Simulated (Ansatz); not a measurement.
# 5 guesses for Hf₃Ta₂F and where they end

All numbers below come from DFT PBE, scalar-relativistic, plane waves, PAW (Ansatz 0.2.0). All cells share a 420 eV cutoff and Γ-centred k meshes spaced at most about 0.3 Å⁻¹ (about 0.25 or finer for metals, 2π included). No spin polarisation in the final relaxations.

Each guess was relaxed in cell and atoms at zero pressure, within the symmetry of its start. All energies are static (0 K, no zero-point motion). Coordination counts Hf or Ta atoms around F (for each partner element, those within 1.25 times its shortest distance or 1.15 times the sum of covalent radii, where it is the nearest in units of that sum or under 1.3; the shortest distance is added where it exceeds 1.18 times the sum of covalent radii).

```tsv
guess	made from	start group	V start (Å³/atom)	end group	V end (Å³/atom)	coordination at the end	gap on mesh (eV)	E over the lowest end (meV/atom)
1	Sr2AlGa3 type	P-6m2	20.7	P-6m2	19.4	F 5	0	404
2	TbGa2Co3 type	P6/mmm	16.2	P6/mmm	23.5	F 6 from 3.4 Å	0	1193
3	Tb2FeCo3 type	R-3m	17.1	R-3m	18.9	F 6	0	146
4	Pr3MgAl2 type	P4/mmm	20.9	?	?	?	?	?
5	NaNi2O3 type	P-3m1	15.5	P-3m1	18.6	F 6	0	0
```

Guess 4 as it starts:

```xyz
6
Lattice="3.4082 0.0000 0.0000 0.0000 3.4082 0.0000 0.0000 0.0000 10.7920" Properties=species:S:1:pos:R:3 pbc="T T T"
Hf    1.7041    1.7041    1.9288
Hf    1.7041    1.7041    5.3960
Hf    1.7041    1.7041    8.8633
Ta    0.0000    0.0000    3.5985
Ta    0.0000    0.0000    7.1935
F     0.0000    0.0000    0.0000
```

Question: Fill in the missing row: what does this guess relax into, and where does it rank?

Answer: It ends in space group P4/mmm (No. 123), with a = 2.996 Å, c = 12.621 Å, 18.9 Å³/atom and no gap. It lies 49 meV/atom over the lowest end, above guess 5 and below guess 3. Counting Hf or Ta atoms around F, this end has F 8 from 2.8 Å and the lowest (guess 5) has F 6.

```yaml
crystal:
  lattice:
    - [2.99574, 0.00000, 0.00000]
    - [0.00000, 2.99574, 0.00000]
    - [0.00000, 0.00000, 12.62065]
  atoms:
    - { symbol: Hf, position: [0.50000, 0.50000, 0.15000] }
    - { symbol: Hf, position: [0.50000, 0.50000, 0.50000] }
    - { symbol: Hf, position: [0.50000, 0.50000, 0.85000] }
    - { symbol: Ta, position: [0.00000, 0.00000, 0.31713] }
    - { symbol: Ta, position: [0.00000, 0.00000, 0.68287] }
    - { symbol: F, position: [0.00000, 0.00000, 0.00000] }
```

Energies over the elements count from the elements' standard structures at the same level (F₂ as a molecule), with no fitted energy shifts.

Question: Is the lowest end bound against the elements?

Answer: Yes: its formation energy is −0.35 eV/atom. Whether it is stable depends on the other phases of the system, which aren't compared here.

These runs have no spin–orbit coupling, which can matter for Hf and Ta. Cells relaxed within their symmetry can be saddle points. A lower structure may well exist outside this small set. Some types were kept out of the candidates beforehand, so the set may lack a known form.
